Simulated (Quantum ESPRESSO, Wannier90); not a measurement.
**Tight-binding from DFT: BaHI (P4/nmm)**

```
BaHI
1.0
    4.77581     0.00000     0.00000
    0.00000     4.77581     0.00000
    0.00000     0.00000     7.80023
Ba H I
2 2 2
Direct
  0.50000   0.00000   0.82690
  0.00000   0.50000   0.17310
  0.50000   0.50000   0.00000
  0.00000   0.00000   0.00000
  0.00000   0.50000   0.65957
  0.50000   0.00000   0.34043
```

Structure: Materials Project mp-23862, symmetrised, not relaxed again. COD (Crystallography Open Database) has an entry of this formula and space group (matched by these alone). Computed values, not measurements, from PBEsol: Quantum ESPRESSO (norm-conserving PseudoDojo potentials, cutoff 58 Ry, no spin polarisation, no spin-orbit coupling) on a Γ-centred 4×4×4 mesh, then Wannier90. Density: 6×6×4 mesh, cold smearing 0.01 Ry. Spin-orbit coupling is left out although heavy elements are present.

Functional, cutoff and mesh named above are those of the base row (4×4×4); the first column says what each row takes instead. Model: 8 functions from bands 11-18, start SCDM (isolated) (the valence bands). Energies are relative to the valence-band maximum; the misfit is to pw.x on a path, for all bands of the set. Only the mesh of Bloch states changes. Ω_total can sit in another minimum from row to row; Ω_I of an isolated set cannot.

```tsv
mesh	Ω_I (Å²)	Ω_total (Å²)	rms misfit (meV)	k-points (cost)	rough cost of nscf and overlaps (first row = 1)
2×2×2	16.99	17.25	63	8	–
3×3×3	…	19.42	24	27	–
4×4×4	20.15	20.31	2.7	64	–
5×5×5	20.61	20.74	1.4	125	–
```

Question: Fill in the missing entries.

Answer: 
- 3×3×3, Ω_I (Å²): 19.22
